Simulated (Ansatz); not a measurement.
Input:

WS$_{2}$:
```
CELL_PARAMETERS angstrom
      3.18160     0.00000     0.00000
     -1.59080     2.75534     0.00000
      0.00000     0.00000    13.06618
ATOMIC_POSITIONS crystal
  W  0.33333 0.66667 0.25000
  W  0.66667 0.33333 0.75000
  S  0.33333 0.66667 0.63064
  S  0.66667 0.33333 0.36936
  S  0.66667 0.33333 0.13064
  S  0.33333 0.66667 0.86936
```

This is the r²SCAN-relaxed structure.

**Question.** All from plane-wave PAW r²SCAN (Ansatz code), unless another level is named. Predict the formation energy from the elements (no fitted shifts).

**Answer.** -0.91 eV/atom.

**Question.** And the smallest direct gap on the standard path?

**Answer.** 1.88 eV.

**Question.** Next, the band gap?

**Answer.** 1.37 eV (indirect).

**Question.** Give the valence-band maximum.

**Answer.** at Γ.

**Question.** What about the conduction-band minimum?

**Answer.** on the K–Γ line, 48 % of the way from K (6 equivalent valleys).

Space group P6_3/mmc. The cell was relaxed with r²SCAN under the symmetry of its start. No spin polarisation was allowed. A crystal of weakly bound layers computed without a dispersion correction: the cell and the soft elastic constants depend strongly on that. The references are the lowest solids computed at this level, not always the standard phases. Scalar-relativistic: spin–orbit coupling is off unless named, which matters more the heavier the elements.

Potentials: the later of the program's two PAW sets.
